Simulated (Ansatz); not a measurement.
# AgBiCl2: settings compared (Ansatz)

Input:

```yaml
crystal:
  lattice:
    - [-3.77607, 3.77607, 3.468189]
    - [3.77607, -3.77607, 3.468189]
    - [3.77607, 3.77607, -3.468189]
  atoms:
    - { symbol: Cl, position: [0.682, 0.182, 0.864] }
    - { symbol: Cl, position: [0.182, 0.318, 0.5] }
    - { symbol: Cl, position: [0.318, 0.818, 0.136] }
    - { symbol: Cl, position: [0.818, 0.682, 0.5] }
    - { symbol: Bi, position: [0.25, 0.25, 0.0] }
    - { symbol: Bi, position: [0.75, 0.75, 0.0] }
    - { symbol: Ag, position: [0.25, 0.75, 0.5] }
    - { symbol: Ag, position: [0.75, 0.25, 0.5] }
  symmetry: { tolerance: 0.0003 }
kpoints:
  mp_grid: { grid: [4, 4, 4], shift: [0, 0, 0] }
magnetization:
  spin_polarized: false
scf:
  occupations: { method: fermi_dirac }
hamiltonian:
  pseudopotentials: { kind: paw }
  xc: r2scan
basis:
  ecutwfc: 500
output:
  forces: true
  stress: true
  eigenvalues: true
```

Launch command:

```bash
ansatz run input.yaml --threads 1 --pin off --max-ram 2560MiB --backend cpu --events-out ev --progress --plain --runs-dir out
```

Origin of the cell: a known structure type with other elements, at an estimated volume, so it need not be a known compound.

The smearing width isn't typed, so it takes its default of 0.1 eV.

Output of this run (shortened):

```
SCF iter   1: F=—  HF=-44366.540804 eV  Δρ=7.18e-3  dr2=9.05e-2  dr2_τ=1.42e-2  defer=1
SCF iter   2: F=—  HF=-44366.547304 eV  Δρ=3.60e-3  dr2=1.72e-2  dr2_τ=1.83e-3  defer=13
SCF iter   3: F=—  HF=-44366.547177 eV  Δρ=1.23e-3  dr2=2.61e-3  dr2_τ=9.90e-5  defer=13
SCF iter   4: F=—  HF=-44366.547357 eV  Δρ=2.72e-4  dr2=1.38e-4  dr2_τ=7.54e-6  defer=13
SCF iter   5: F=—  HF=-44366.547420 eV  Δρ=7.16e-5  dr2=1.01e-5  dr2_τ=7.54e-7  defer=13
SCF iter   6: F=—  HF=-44366.547275 eV  Δρ=2.14e-5  dr2=9.77e-7  dr2_τ=7.03e-8  defer=13
SCF iter   7: F=—  HF=-44366.547275 eV  Δρ=6.75e-6  dr2=1.39e-7  dr2_τ=4.67e-9
SCF iter   8: F=-44366.547275 eV  HF=-44366.547275 eV  Δρ=1.45e-6  dr2=4.49e-9  dr2_τ=2.95e-10
SCF 1 converged in 8 iterations: F = -44366.547275 eV  dr2 = 4.49e-9
SCF converged after 8 iterations
Free energy (F): -44366.547275 eV
Harris-Foulkes:  -44366.547275 eV  (|F-HF|=1.92e-9)
Internal energy: -44366.438920 eV  (E = F + TS)
E sigma→0 (E₀):  -44366.493097 eV
Entropy (-TS):   -0.108355 eV (-13.544 meV/atom)
Fermi energy:    8.917300 eV
--- Per-component energies (eV) ---
  E_band       = -1072.619469
  E_kinetic    = 2298.235888
  E_local      = -10511.439866  (includes V_loc(G=0)·N_el)
  E_nonlocal   = 1407.208747
  E_hartree    = 4224.898857
  E_xc         = -1049.415620
  E_vxc        = -1368.192932  (∫ρ·V_xc dr)
  E_paw        = -31892.576622  (= ΣΔE_a)
  E_vpaw       = -1434.669056  (= ΣTr[D̂ρ^β])
  E_aug_tail   = -0.000323  (compensation charges beyond the density's cutoff)
  E_vtau       = 86.441167  (kinetic-family band-sum trace: ∫τ·v_τ [+ j·A + Jᵃ·Aᵃ] dr)
  E_ewald      = -8843.536826
  E_core_change = 0.186846  (= ΣΔE_core)
  E_smearing   = -0.108355  (= −TS)
  Σ components = -44366.547275   (vs F -44366.547275, Δ=0.00e0)
--- Forces (eV/Å), atoms counted from 1 ---
  atom   1  Cl     0.089853     0.089853     0.000000
[… 2 lines left out …]
  atom   4  Cl     0.089853    -0.089853     0.000000
  atom   5  Bi     0.000000    -0.000000    -0.000000
  atom   6  Bi    -0.000000     0.000000     0.000000
  atom   7  Ag     0.000000     0.000000    -0.000000
  atom   8  Ag    -0.000000    -0.000000     0.000000
  max |Σ_I F_I| component: 1.99e-17 eV/Å
--- Stress (GPa, compression-positive) ---
        1.706770      -0.000000      -0.000000
       -0.000000       1.706770       0.000000
       -0.000000       0.000000      -2.425062
  P = ⅓ Tr σ = 0.3295 GPa (3.295 kbar)
```

The same input was run again with these changes:

1. `scf.lower_state_search` default → standard; `kpoints.mp_grid.grid` [4, 4, 4] → [3, 3, 3]
2. `accuracy` default → low; `basis.ecutrho_ratio` default → 12
3. `basis.ecutwfc` 500 → "450 eV"
4. `scf.initial_density.chi_scale` default → 0.3; `scf.occupations.method` fermi_dirac → cold; `scf.occupations.width` default → 0.001; `accuracy` default → high

| run | end | SCF iterations | P (GPa) | max force component (eV/Å) | moment (μB) | ΔE(σ→0) (meV/atom) |
| --- | --- | --- | --- | --- | --- | --- |
| base | converged | 8 | 0.33 | 0.090 | – | 0 |
| 1 | converged | 8 | 0.72 | 0.046 | – | 5.06 |
| 2 | converged | 8 | 0.33 | 0.090 | – | 0.00 |
| 3 | converged | 8 | 0.33 | 0.090 | – | 1.03 |
| 4 | converged | 13 | 0.22 | 0.101 | – | -1.56 |

Energies are compared only where functional, datasets, charge and starting cell are the same.

Not properties of the system: run 1 (too coarse or loose: `kpoints.mp_grid.grid` = [3, 3, 3]).

Caveats of the base run: no spin, though holes on the anions or broken bonds may carry moments; no spin-orbit coupling, though heavy elements are present; the k mesh is coarse if the cell is a metal.

Run 3: the cutoff lies below the datasets' advice.

Time of the base run: 10 s of wall time on 1 CPU thread(s) of a shared host, from the program's own first density.
